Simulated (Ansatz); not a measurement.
CaO:
```yaml
crystal:
  lattice:
    - [3.90886, 0.00000, 0.00000]
    - [-1.95443, 3.38517, 0.00000]
    - [0.00000, 0.00000, 4.68353]
  atoms:
    - { symbol: Ca, position: [0.33333, 0.66667, 0.75000] }
    - { symbol: Ca, position: [0.66667, 0.33333, 0.25000] }
    - { symbol: O, position: [0.33333, 0.66667, 0.25000] }
    - { symbol: O, position: [0.66667, 0.33333, 0.75000] }
```

Relaxed with LDA. Special points in fractions of this cell's reciprocal vectors: Γ (0.000, 0.000, 0.000); M (0.500, 0.000, 0.000); K (0.333, 0.333, 0.000); A (0.000, 0.000, 0.500); L (0.500, 0.000, 0.500); H (0.333, 0.333, 0.500).

Problem. List the band energies nearest the valence-band maximum at these points for LDA in the plane-wave PAW code Ansatz.

Solution. In eV from the valence-band maximum; about four levels below and three above (degenerate sets whole), none deeper than 8.9 eV; points with the same levels are listed once.

```
k                    below                          above
-  -----------------------  -----------------------------
Γ   -1.29 -1.29 -1.06 0.00                 3.22 6.16 6.16
M  -0.86 -0.84 -0.63 -0.41                 4.64 5.19 5.22
K  -1.21 -0.74 -0.74 -0.28                 3.88 3.92 7.40
A  -1.42 -1.42 -1.42 -1.42  5.05 5.05 7.99 7.99 7.99 7.99
L  -1.18 -1.18 -0.80 -0.80            5.35 5.35 7.47 7.47
H  -1.03 -1.03 -0.96 -0.96            4.69 4.69 7.63 7.63
```

Space group P6_3/mmc. The first step of the workflow began from a Materials Project structure, measured or hypothetical; the Crystallography Open Database copy checked does not list it. It is not the phase usual at ambient conditions (space group No. 225). The cell was relaxed with LDA under the symmetry of its start; phonons on a q-mesh show no instability.

Potentials: the later of the program's two PAW sets.
